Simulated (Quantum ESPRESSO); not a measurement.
# AlAs: magnetic shieldings

```
AlAs
1.0
    0.00000     2.83040     2.83040
    2.83040     0.00000     2.83040
    2.83040     2.83040     0.00000
Al As
1 1
Direct
  0.00000   0.00000   0.00000
  0.25000   0.25000   0.25000
```
The cell was made here from an entry of the Crystallography Open Database (unchecked): atoms relaxed with PBE in the measured cell (PBE without dispersion, pw.x of a modified build of Quantum ESPRESSO, symmetry kept).  Stability against distortions was not tested.

These are absolute shieldings with no macroscopic susceptibility term; δ = σ_ref − σ needs a reference computed alike. By our sweeps, such settings leave a few ppm in absolute σ on light atoms and up to some 20 ppm from Zn on. No d partial waves on Al: the paramagnetic term there is incompletely reconstructed. Static lattice: thermal averaging is not included.

### Question
What do the calculations give at each independent site (shieldings by GIPAW with PBE in Quantum ESPRESSO, on JTH PAW datasets, 20 Ha, k-mesh 8×8×8 shifted, f-sum rule met within 0.002 %)?

### Answer
```tsv
site	site symmetry	σ_iso (ppm)
Al (atom 1)	-43m	396
As (atom 2)	-43m	1575
```
